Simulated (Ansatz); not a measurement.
ReW (L1₀ or tetragonal B2, P4/mmm), DFT-r²SCAN in the program Ansatz with PAW potentials, all energies at zero smearing, with the estimated change up to a 700 eV cutoff added, with one set of potentials and settings (totals compare only within such a set). Cell of 2 atoms (1 W, 1 Re): -21279.642 eV.

| element | reference phase | E (eV/atom) |
|---|---|---|
| W | Im-3m, 1 atoms in the cell | -10398.2538 |
| Re | P6_3/mmc, 4 atoms in the cell | -10881.8846 |

Formation energy per atom, worked out: (-21279.642 − 1×(-10398.2538) − 1×(-10881.8846))/2 = 0.248 eV/atom (24 kJ per mol of atoms), at 0 K, without zero-point energy or fitted corrections.

A made-up cell: these elements were put on the sites of a structure type; neither database checked (COD, Materials Project) lists it. Whether it is the stable phase at ambient conditions was not checked. The r²SCAN relaxation kept the symmetry of its start; whether a distortion lowers the energy is not shown. No spin polarisation was allowed. The references are the lowest solids computed at this level, not always the standard phases. Spin–orbit coupling is left out wherever it is not named.

Potentials: the earlier of the program's two PAW sets.
